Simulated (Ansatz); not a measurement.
Values for one crystal, relaxed and computed with the program Ansatz at the PBE level (PAW); other levels are named.

```yaml
volume_per_atom: 24.49 Å³
electronic_character: metallic (no gap)
Pressure derivative B′: 5.4
Density of states at the Fermi level: 4.6 states/eV per atom (mean over ±0.08 eV)
Gap with spin–orbit coupling: none (metallic)
Bulk modulus (Birch–Murnaghan fit): 66.3 GPa
```

Task: Which compound is it?
A. Sn, diamond
B. Zr, diamond
C. Y, diamond
D. Pd, diamond

Result: D, Pd, diamond

Space group Fd-3m (diamond). The start of the workflow was typed in or built on a structure type; neither database checked (COD, Materials Project) lists it. It is not the phase usual at ambient conditions (space group No. 225). The cell was relaxed with PBE under the symmetry of its start; whether a distortion lowers the energy is not shown. The run is not spin-polarised. Spin–orbit coupling is left out wherever it is not named.

Potentials: the earlier of the program's two PAW sets.
